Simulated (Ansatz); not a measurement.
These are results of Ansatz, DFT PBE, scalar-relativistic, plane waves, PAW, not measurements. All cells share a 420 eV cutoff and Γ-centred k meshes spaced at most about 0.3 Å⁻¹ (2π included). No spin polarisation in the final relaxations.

All energies are static (0 K, no zero-point motion).

Two relaxed structures of LiSnF₃:

1.

```
CELL_PARAMETERS angstrom
3.89299 0.00000 0.00000
0.00000 3.89299 0.00000
0.00000 0.00000 3.89299
ATOMIC_POSITIONS crystal
Li 0.00000 0.00000 0.00000
Sn 0.50000 0.50000 0.50000
F 0.50000 0.00000 0.00000
F 0.00000 0.50000 0.00000
F 0.00000 0.00000 0.50000
```

2.

```
CELL_PARAMETERS angstrom
2.90895 1.67948 2.49869
-2.90895 1.67948 2.49869
0.00000 -3.35897 2.49869
ATOMIC_POSITIONS crystal
Li 0.97771 0.97771 0.97771
Sn 0.40203 0.40203 0.40203
F 0.05069 0.52365 0.05069
F 0.05069 0.05069 0.52365
F 0.52365 0.05069 0.05069
```

Question: Which would you expect to be lower, and how large is the difference?

Answer: Cell 2 is lower, by 116 meV/atom. Cell 1 has the cubic perovskite type, space group Pm-3m (No. 221), 11.8 Å³/atom and a gap of 3.01 eV on its mesh; cell 2 has space group R3m (No. 160), 14.6 Å³/atom and a gap of 3.91 eV. Counting F atoms around Li and Sn (those within 1.25 times the shortest such distance or 1.15 times the sum of covalent radii; a plus sign parts nearer from farther groups; the shortest distance is added where it is long for a bond), cell 1 has Li 6, Sn 12 from 2.8 Å and cell 2 has Li 3+3, Sn 3. The lower one is the more open, so pressure narrows the difference. In cell 1, Li has 6 F at 1.95 Å; Sn is surrounded by 12 F at 2.75 Å (long contacts); F has 2 Li at 1.95 Å, 4 Sn at 2.75 Å and 8 F at 2.75 Å. In cell 2, Li is surrounded by 3 F at 1.93 Å and 3 F at 2.35 Å; Sn has 3 F at 2.15 Å; F is surrounded by 1 Li at 1.93 Å, 1 Sn at 2.15 Å and 1 Li at 2.35 Å. Both come from invented guesses.

Kohn–Sham gaps at this level usually fall short of measured ones. Cells relaxed within their symmetry can be saddle points. The R3m cell of LiSnF3 came from shaking the Pm-3m one.
